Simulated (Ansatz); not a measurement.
# Property card for TePd

TePd:
```xyz
4
Lattice="1.9404 -5.3676 0.0000 1.9404 5.3676 0.0000 0.0000 0.0000 4.0007" Properties=species:S:1:pos:R:3 pbc="T T T"
Te     1.9404    -1.5198     1.0002
Pd     1.9404    -4.2499     1.0002
Te     1.9404     1.5198     3.0005
Pd     1.9404     4.2499     3.0005
```

Space group Cmcm (No. 63); conventional cell a = 3.881 Å, b = 10.735 Å, c = 4.001 Å, α = β = γ = 90.00°.

Method: r²SCAN (plane waves, PAW; program Ansatz). Structure relaxed to zero pressure with the same functional. Other levels are named where they apply.

### Cell and energy

```json
{
 "volume_per_atom": "20.83 Å³",
 "density": "9.33 g/cm³",
 "Formation energy from the elements (no fitted shifts)": "-231 meV/atom"
}
```

### Electronic structure

```json
{
 "electronic_character": "metallic (no gap)",
 "Density of states at the Fermi level": "0.58 states/eV per atom (mean over ±0.08 eV)"
}
```

### Charges

```json
{
  "bader_charges": "Te +0.14, Pd -0.14 e"
}
```

The start of the workflow was typed in or built on a structure type; neither database checked (COD, Materials Project) lists it. COD files the formula under space group No. 194, so this cell is another polymorph or a model. Its standing as an ambient phase is unchecked. The r²SCAN relaxation kept the symmetry of its start; whether a distortion lowers the energy is not shown. The run is not spin-polarised. The references are the lowest solids computed at this level, not always the standard phases. Spin–orbit coupling is left out wherever it is not named.

Potentials: the earlier of the program's two PAW sets.
